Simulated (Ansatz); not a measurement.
Relaxed Y (hcp, Mg type):

```xyz
4
Lattice="7.3651 0.0000 0.0000 -1.8413 3.1892 0.0000 0.0000 0.0000 5.6985" Properties=species:S:1:pos:R:3 pbc="T T T"
Y      0.0000     2.1261     4.2739
Y      3.6826     2.1261     4.2739
Y      1.8413     1.0631     1.4246
Y      5.5239     1.0631     1.4246
```

In this cell atom 2 (Y, nearest neighbour Y at 3.555 Å; its periodic images, 3.7 Å or more away, move with it) is moved by s along Cartesian [110], unit vector (0.707, 0.707, 0.000); all other atoms and the cell stay fixed.

Computed with r2SCAN (plane waves to 500 eV, PAW, scalar-relativistic; Ansatz, a program for electronic structure). k mesh 6×12×7 (Γ-centred), Fermi-Dirac smearing 0.05 eV. Energies are smeared free energies. With partly filled bands, energies and forces of such displacements shift with the k mesh and the smearing. Y is run without spin polarisation. Y was relaxed with its symmetry unable to fall. The zero of ΔE is the undisplaced structure.

Successive frames, forces in eV/Å:

| frame | ΔE (meV/cell) | F on Y1 | F on Y2 | F on Y3 | F on Y4 |
|---|---|---|---|---|---|
| s = 0.360 Å | 215 | (0.628, 0.537, 0.000) | (-0.817, -0.787, 0.000) | (0.015, -0.035, 0.000) | (0.173, 0.286, 0.000) |
| s = 0.288 Å | 140 | (0.512, 0.431, 0.000) | (-0.683, -0.641, 0.000) | (0.019, -0.026, 0.000) | (0.151, 0.236, 0.000) |
| s = 0.216 Å | 80 | (0.393, 0.325, 0.000) | (-0.536, -0.490, 0.000) | (0.022, -0.016, 0.000) | (0.121, 0.182, 0.000) |
| s = 0.144 Å | 36 | (0.267, 0.218, 0.000) | (-0.372, -0.332, 0.000) | (0.020, -0.008, 0.000) | (0.085, 0.123, 0.000) |

### Question
What are the energy and the forces in the next frame, s = 0.072 Å?

### Answer
ΔE (meV/cell) = 9.

```json
[
 {"atom": "Y1", "Fx": "0.135", "Fy": "0.109", "Fz": "0.000"},
 {"atom": "Y2", "Fx": "-0.191", "Fy": "-0.168", "Fz": "0.000"},
 {"atom": "Y3", "Fx": "0.012", "Fy": "-0.003", "Fz": "0.000"},
 {"atom": "Y4", "Fx": "0.044", "Fy": "0.061", "Fz": "0.000"}
]
```

(For displaced atoms, the force is minus the slope of the energy, and its curvature is a force constant, which sets phonon frequencies.)
